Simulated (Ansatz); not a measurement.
One crystal and one scan (energy against volume) at two levels, PBE (plane waves to 420 eV, PAW, scalar-relativistic; Ansatz, a program for electronic structure) and r2SCAN (plane waves to 500 eV, PAW, scalar-relativistic; Ansatz), each from its own relaxed cell and on its own mesh. The cell shown is that of PBE.

Mg3Sb2 (A-La2O3 type, space group P-3m1)

```
CELL_PARAMETERS angstrom
      4.59592     0.00000     0.00000
     -2.29796     3.98018     0.00000
      0.00000     0.00000     7.27158
ATOMIC_POSITIONS crystal
  Sb 0.33333 0.66667 0.22580
  Sb 0.66667 0.33333 0.77420
  Mg 0.00000 0.00000 0.00000
  Mg 0.33333 0.66667 0.63237
  Mg 0.66667 0.33333 0.36763
```

Equation-of-state scan: isotropic scaling of the cell above, V₀ being its volume. The atoms relax within the cell's symmetry.

E stands for the smeared free energy. Mg3Sb2 was relaxed with its symmetry unable to fall. Spin-orbit coupling is left out, though Sb is heavy. With the shape held, the modulus is that of even scaling; a crystal free to change shape is softer. Percentages come from the unrounded values. Both scans cover V/V₀ from 0.900 to 1.100.

```
quantity                                                                       PBE  r2SCAN     PBE − r2SCAN
---------------------------------------------------------------------------  -----  ------  ---------------
Lattice constant a (Å)                                                       4.596   4.567  +0.029 (+0.6 %)
Lattice constant c (Å)                                                       7.272   7.247  +0.025 (+0.3 %)
Relaxed volume (Å³/atom)                                                     26.60   26.18   +0.42 (+1.6 %)
Band gap of the relaxed cell, no spin-orbit coupling (eV)                     0.15    0.61    -0.46 (-75 %)
Pressure at the smallest volume (GPa)                                         5.53    6.04   -0.51 (-8.6 %)
Energy cost of the largest compression (meV/atom)                             41.9    45.2    -3.3 (-7.3 %)
Energy cost of the largest expansion (meV/atom)                               29.3    31.9    -2.6 (-8.2 %)
Bulk modulus at fixed cell shape B₀ (third-order Birch-Murnaghan fit) (GPa)   41.8    46.1    -4.3 (-9.2 %)
Pressure derivative B₀′ (fit)                                                  4.3     4.1      +0.2 (+3 %)
Pressure for 5 % compression (fit) (GPa)                                       2.4     2.6      -0.2 (-9 %)
```

PBE gives the higher value for: lattice constant a; lattice constant c; relaxed volume. PBE gives the lower value for: band gap of the relaxed cell, no spin-orbit coupling; pressure at the smallest volume; energy cost of the largest compression; energy cost of the largest expansion; bulk modulus at fixed cell shape B₀. Neither level is exact: the differences show how much the result hangs on the functional.

ΔE (meV/atom), each from the relaxed starting cell of its own level:

```csv
V/V₀,PBE,r2SCAN
0.900,41.9,45.2
0.917,28.2,30.4
0.933,17.5,18.9
0.950,9.5,10.3
0.967,4.1,4.5
0.983,1.0,1.1
1.000,0.0,0.0
1.017,0.9,1.0
1.033,3.6,3.9
1.050,7.9,8.6
1.067,13.8,15.0
1.083,20.9,22.8
1.100,29.3,31.9
```

(Under strain, the slope of the energy per volume gives the stress and its curvature an elastic modulus.)
